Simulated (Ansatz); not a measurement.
Relaxed-ion elastic tensor of MgZnO₂ in space group P3m1 (No. 156; Mg on 1b, Zn on 1c, O on 1b, O on 1c) in GPa (Voigt order), plane-wave PAW LDA (Ansatz code); density 4.44 g/cm³, 11.38 Å³ per atom.

```
 215   125   110   1.1   0.0   0.0
 125   215   110  -1.1   0.0   0.0
 110   110   182   0.0   0.0   0.0
 1.1  -1.1   0.0  44.8   0.0   0.0
 0.0   0.0   0.0   0.0  44.8   1.1
 0.0   0.0   0.0   0.0   1.1  44.7
```

**Question.** Is the crystal mechanically stable?

**Answer.** Yes: the smallest eigenvalue of C is 43.6 GPa.

**Question.** Work out the Voigt, Reuss and Hill averages.

**Answer.** K_V = 145, K_R = 143, K_H = 144; G_V = 44.6, G_R = 44.5, G_H = 44.5 GPa.

**Question.** Give Young's modulus, Poisson's ratio, Pugh's ratio and the universal anisotropy index.

**Answer.** E = 9KG/(3K + G) = 121 GPa; ν = 0.36; K/G = 3.22 (ductile by the Pugh limit of 1.75); A_U = 5G_V/G_R + K_V/K_R − 6 = 0.03.

**Question.** Estimate the sound speeds and the Debye temperature.

**Answer.** v_l = √((K + 4G/3)/ρ) = 6760 m/s, v_t = √(G/ρ) = 3170 m/s, mean 3570 m/s; Θ = (h/k)(3n/4πV)^(1/3) v_m = 472 K.

**Question.** How much does each axis shrink under pressure?

**Answer.** Linear compressibilities β_i = Σ_j S_ij (j = 1 to 3): x 1.9, y 1.9, z 3.2 per TPa.

The workflow started from a Materials Project entry (that database holds measured and hypothetical structures alike); the Crystallography Open Database copy checked does not list it. With Mg and Zn taken as one species the cell has the higher symmetry P6_3mc, so it may be an ordered model of a mixed-site phase. Its standing as an ambient phase is unchecked. The LDA relaxation kept the symmetry of its start; phonons on a q-mesh show no instability.

Potentials: the later of the program's two PAW sets.
